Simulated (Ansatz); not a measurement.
**Fields on a plane of Nb (bcc, W type)**

```yaml
crystal:
  lattice:
    - [-1.65135, 1.65135, 1.65135]
    - [1.65135, -1.65135, 1.65135]
    - [1.65135, 1.65135, -1.65135]
  atoms:
    - { symbol: Nb, position: [0.00000, 0.00000, 0.00000] }
```

The slice is a {211} plane (indices of the conventional cell) through the point (0.000, 0.000, 0.000) (fractional), spanned by u = [111] and v = [1 0 -1] in vectors of this cell: u (2.86 Å) and v (4.67 Å, at 90° to u). It covers one period; positions are fractions (u, v).

Atoms on it: Nb at (0.00, 0.00).

Calculation: r2SCAN (plane waves to 500 eV, PAW, scalar-relativistic; Ansatz, a quantum-chemistry and plane-wave program). k mesh 20×20×20. Inside the PAW spheres the values are not all-electron values, and peaks at nuclei hang on which shells count as valence. Nb is run without spin polarisation. Nb was relaxed with its symmetry unable to fall.

```
|@@@@%#+-.. ..-+#%@@@|
|@@@@%*=:.   .:=*%@@@|
|@@@%#+-:.   .:-+#%@@|
|%%%#*=:.     .:=*#%%|
|##*+=:..     ..:=+*#|
|++=-:..       ..:-=+|
|-:::.           .:::|
|....             ...|
|                    |
|                    |
|                    |
|                    |
|                    |
|                    |
|                    |
|                    |
|                    |
|                    |
|                    |
|                    |
|                    |
|                    |
|                    |
|....             ...|
|-:::.           .:::|
|++=-:..       ..:-=+|
|##*+=:..     ..:=+*#|
|%%%#*=:.     .:=*#%%|
|@@@%#+-:.   .:-+#%@@|
|@@@@%*=:.   .:=*%@@@|
|@@@@%#+-.. ..-+#%@@@|
|@@@@@#+-:. .:-+#@@@@|
```
Scale: ten equal steps from -0.68 (start of ' ') to 0.71 (end of '@'), in the order ' .:-=+*#%@'. Values: log₁₀ of the valence density in e/Å³. The map has 20 points along u (one character each, u = 0 at the left) and 32 along v (v = 0 in the bottom row). The scale is logarithmic, as a density can span decades between atoms and voids.

```
|xxxxxxx  :=:  xxxxxx|
|xxxxxxx  -=-  xxxxxx|
|xxxxxxx :=+=: xxxxxx|
|xxxxxx  =***=  xxxxx|
|xxxxx  -*#%#*-  xxxx|
|xxxx  :+#%@%#+:  xxx|
|     -+#%@@@%#+-    |
|  .-=*#%@@@@@%#*=-. |
|+++**#%%@@@@@%%#**++|
|####%%%%@@@@@%%%%###|
|%%%%%%%%%%%%%%%%%%%%|
|@@@%%%####*####%%%@@|
|@@@%##***+++***##%@@|
|@@%%#**++===++**#%%@|
|@%%##*+=======+*##%%|
|@%%#**+==---==+**#%%|
|@%%##*+=======+*##%%|
|@@%%#**++===++**#%%@|
|@@@%##***+++***##%@@|
|@@@%%%####*####%%%@@|
|%%%%%%%%%%%%%%%%%%%%|
|####%%%%@@@@@%%%%###|
|+++**#%%@@@@@%%#**++|
|  .-=*#%@@@@@%#*=-. |
|     -+#%@@@%#+-    |
|xxxx  :+#%@%#+:  xxx|
|xxxxx  -*#%#*-  xxxx|
|xxxxxx  =***=  xxxxx|
|xxxxxxx :=+=: xxxxxx|
|xxxxxxx  -=-  xxxxxx|
|xxxxxxx  :=:  xxxxxx|
|xxxxxxx  :-:  xxxxxx|
```
Scale: ten equal steps from 5.00 (start of ' ') to 13.03 (end of '@'), in the order ' .:-=+*#%@'. Values: electrostatic potential energy of an electron, from the cell's mean, in eV. The map has 20 points along u (one character each, u = 0 at the left) and 32 along v (v = 0 in the bottom row). Points within 1 Å of a nucleus are blanked (x), as the pseudised field means little there. Values under 5 eV are set to 5. The zero, the cell's mean, hangs on the PAW cores.

| Item | Value |
|---|---|
| Density on the Nb–Nb line (2.86 Å) at its midpoint | 0.28 e/Å³ |
| ELF at that point | 0.24 |
